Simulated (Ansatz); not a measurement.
Ni:
```yaml
crystal:
  lattice:
    - [0.00000, 1.73916, 1.73916]
    - [1.73916, 0.00000, 1.73916]
    - [1.73916, 1.73916, 0.00000]
  atoms:
    - { symbol: Ni, position: [0.00000, 0.00000, 0.00000], spin: 0.7 }
```

Relaxed with PBE+D3(BJ). Special points in fractions of this cell's reciprocal vectors: Γ (0.000, 0.000, 0.000); X (0.500, 0.000, 0.500); U (0.625, 0.250, 0.625); K (0.375, 0.375, 0.750); L (0.500, 0.500, 0.500); W (0.500, 0.250, 0.750).

### Question
List the band energies nearest the Fermi level at these points for PBE+D3(BJ) in the plane-wave PAW code Ansatz.

### Answer
In eV from the Fermi level; about four levels below and three above (degenerate sets whole), none deeper than 8.9 eV; … stands for higher levels left out; points with the same levels are listed once.

```tsv
k	below	above
Γ ↑	-2.56 -2.56 -2.56	…
X ↑	-4.43 -0.56 -0.47 -0.47	…
U ↑	-3.93 -2.23 -1.14 -0.74	…
L ↑	-2.54 -2.54 -0.61 -0.61	…
W ↑	-3.25 -3.25 -1.39 -0.47	…
Γ ↓	-1.79 -1.79 -1.79	…
X ↓	-4.58 -3.81	0.07 0.41 0.41
U ↓	-3.78 -3.38 -1.61 -0.55	0.13 …
L ↓	-4.67 -1.92 -1.92 -0.53	…
W ↓	-3.61 -2.63 -2.63 -0.81	0.42 …
```

Space group Fm-3m (fcc (Cu type)). The PBE+D3(BJ) relaxation kept the symmetry of its start. Spin order of the final state: ferromagnetic, chosen from 3 collinear starts compared on coarse meshes (ties went to the first, and starts can fall back to one state), not a proven ground state. Textbook magnetic order: ferromagnetic. The pairwise dispersion correction was not fitted to metals.

Potentials: the later of the program's two PAW sets.
